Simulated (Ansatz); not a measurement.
**Property card for Hf3Ge**

Hf$_{3}$Ge:
```
Hf3Ge
1.0
   10.84858     0.00000     0.00000
    0.00000    10.84858     0.00000
    0.00000     0.00000     5.36272
Hf Ge
24 8
Direct
  0.71623   0.81884   0.50489
  0.68116   0.21623   0.00489
  0.28377   0.18116   0.50489
  0.31884   0.78377   0.00489
  0.78377   0.68116   0.99511
  0.81884   0.28377   0.49511
  0.21623   0.31884   0.99511
  0.18116   0.71623   0.49511
  0.64057   0.47304   0.72083
  0.02696   0.14057   0.22083
  0.35943   0.52696   0.72083
  0.97304   0.85943   0.22083
  0.85943   0.02696   0.77917
  0.47304   0.35943   0.27917
  0.14057   0.97304   0.77917
  0.52696   0.64057   0.27917
  0.60675   0.91822   0.02683
  0.58178   0.10675   0.52683
  0.39325   0.08178   0.02683
  0.41822   0.89325   0.52683
  0.89325   0.58178   0.47317
  0.91822   0.39325   0.97317
  0.10675   0.41822   0.47317
  0.08178   0.60675   0.97317
  0.70408   0.45896   0.21403
  0.04104   0.20408   0.71403
  0.29592   0.54104   0.21403
  0.95896   0.79592   0.71403
  0.79592   0.04104   0.28597
  0.45896   0.29592   0.78597
  0.20408   0.95896   0.28597
  0.54104   0.70408   0.78597
```

Space group P4_2/n (No. 86); conventional cell a = 10.849 Å, b = 10.849 Å, c = 5.363 Å, α = 90.00°, β = 90.00°, γ = 90.00°.

Method: PBEsol in the plane-wave PAW code Ansatz. Geometry: relaxed at this level of theory. Other levels are named where they apply.

**Cell and energy**

- Volume per atom = 19.72 Å³
- Density = 12.80 g/cm³
- Formation energy from the elements (no fitted shifts) = -0.52 eV/atom

**Electronic structure**

- Electronic character = metallic (no gap)
- Density of states at the Fermi level = 0.86 states/eV per atom (mean over ±0.08 eV)

**Mechanics**

- Bulk modulus (Birch–Murnaghan fit): 132 GPa
- Pressure derivative B′: 3.8

The first step of the workflow began from a Materials Project structure, measured or hypothetical; the Crystallography Open Database copy checked does not list it. Its standing as an ambient phase is unchecked. The cell was relaxed with PBEsol under the symmetry of its start; whether a distortion lowers the energy is not shown. No spin polarisation was allowed. The references are the lowest solids computed at this level, not always the standard phases. Spin–orbit coupling is left out wherever it is not named.

Potentials: the later of the program's two PAW sets.
